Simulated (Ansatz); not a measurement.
# Pressure series of Ca2AsI (R-3m)

```
Ca As I
1.0
     2.19155    1.26529    7.45355
    -2.19155    1.26529    7.45355
     0.00000   -2.53058    7.45355
Ca As I
2 1 1
Direct
  0.23117 0.23117 0.23117
  0.76883 0.76883 0.76883
  0.50000 0.50000 0.50000
  0.00000 0.00000 0.00000
```

This is the zero-pressure cell under r²SCAN. Cell and atoms are relaxed by PAW (default files of Ansatz 0.2.0, cutoff 500 eV, stress met within about 0.05 GPa) at each pressure, in this structure whether or not another phase would take over; P is the pressure reached, less that of this cell (which was relaxed on a denser, smeared mesh). Levels come from r²SCAN, PAW on Ansatz 0.2.0's default frozen-core files (fitted under PBE), scalar-relativistic; k mesh 6×6×6, fixed occupations, cutoff 500 eV. Conduction levels are in eV over the valence top (at Γ), at fixed fractional wave vectors. Zone-centre phonons come from finite displacements by PAW, without the LO-TO term.

```csv
P (GPa),V/V₀,c/a,F (oblique),L (oblique),T ∥ z,Eu TO (cm⁻¹),A1g (cm⁻¹)
-2.01,1.0726,5.1616,2.058,2.583,3.057,42.9,220.2
0.00,1.0000,5.1016,1.879,2.558,2.952,59.7,233.2
1.99,0.9484,5.0617,1.722,2.532,2.881,72.4,243.9
3.99,0.9078,5.0279,1.580,2.510,2.826,83.1,253.3
6.99,?,?,?,?,?,?,?
9.99,0.8221,4.9595,1.222,2.444,2.720,108.2,276.4
15.00,0.7729,4.9202,0.977,2.393,2.667,124.4,292.4
```

Task: Fit the third-order Birch-Murnaghan equation to the rows shown.

Result: With f = [(V₀/V)^(2/3) − 1]/2, the normalised pressure F = P/[3f(1 + 2f)^(5/2)] is 32.9 GPa at f = -0.0228, 33.8 GPa at f = 0.0180, 33.9 GPa at f = 0.0333, 34.4 GPa at f = 0.0697, 34.7 GPa at f = 0.0937. The line F = B₀[1 + (3/2)(B′ − 4)f] gives B₀ = 33.4 GPa and B′ = 4.3.

Task: What are the volume deformation potentials and pressure coefficients of these levels at zero pressure?

Result: 

| level | dE/dlnV (eV) | dE/dP = −(dE/dlnV)/B₀ (meV/GPa) | mean slope up to 2.0 GPa (meV/GPa) |
| --- | --- | --- | --- |
| F (oblique) | 2.79 | -83.6 | -78.9 |
| L (oblique) | 0.42 | -12.5 | -12.6 |
| T ∥ z | 1.41 | -42.4 | -35.4 |

dE/dlnV is the slope of a cubic fit in ln V at V₀. The last column is read from two rows and shows how the slope bends with pressure. A level that another band crosses inside the range is left out of the tables.

Task: What mode Grüneisen parameters follow?

Result: γ = −d ln ω/d ln V at V₀ from a quadratic fit in ln V: Eu 4.07, A1g 0.84.

Task: Fill the row at 6.99 GPa.

Result: The fits give V/V₀ = 0.8598 and F (oblique) = 1.390 eV. Computed: V/V₀ = 0.8599, c/a = 4.9905, F (oblique) = 1.389, L (oblique) = 2.475, T ∥ z = 2.765, Eu TO (cm⁻¹) = 96.7, A1g (cm⁻¹) = 265.6.

Known limits: no other phase was computed; many crystals of this kind change structure within this range, and rows or crossings beyond such a change describe a metastable lattice; frozen-core PAW files fitted under PBE, their cores solved anew for the functional of the run; no spin-orbit coupling on heavy atoms; semilocal gaps are low, and the spacing of valleys can be off by tenths of an eV; levels are read at fixed fractional k, so an edge that moves off these points is missed.
